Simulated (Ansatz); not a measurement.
The relaxed structure here is a generated cell of Mo2C: the first start was made by placing the elements on the sites of a structure type, and the end was not matched to a known phase here, so it may be hypothetical.

One starting cell of Mo2C (a generated cell, Mo2C built in the AFLOW prototype A2B_tI6_139_d_a (L\'2)) was relaxed twice with Ansatz (plane waves, PAW, scalar-relativistic): with PBEsol at 420 eV and with PBE at 420 eV. The PBEsol result:

Mo₂C has the tetragonal space group I4/mmm (No. 139), Pearson symbol tI6. Lattice parameters: a = 3.818 Å, b = 3.818 Å, c = 5.079 Å, α = 90.00°, β = 90.00°, γ = 90.00°. Mo on 4d is coordinated by 4 C at 2.293 Å and 2 Mo at 2.540 Å and 4 Mo at 2.700 Å. C on 2a has 8 Mo at 2.293 Å (cubic). (Neighbours: up to the widest gap in distance over summed covalent radii, below 1.35, at either atom; cation-cation and far metal-metal contacts left out.)
(The calculation used a cell of 3 atoms; values per cell refer to that cell.)

```csv
quantity,PBEsol,PBE
space group,I4/mmm,I4/mmm
volume (Å³/atom),12.34,12.69
a (Å),3.818,3.853
c (Å),5.079,5.127
"gap (eV, no spin-orbit coupling)",0.00,0.00
```

Both levels end in the same structure; PBE's volume is 2.8 % larger. Neither column is exact.

No spin polarisation in the result.

The run could not lose the symmetry of its start: the end is stationary, and may be a saddle point rather than a minimum.

All atoms sit on sites fixed by symmetry, so only the cell could relax.

Ansatz is a first-principles code.
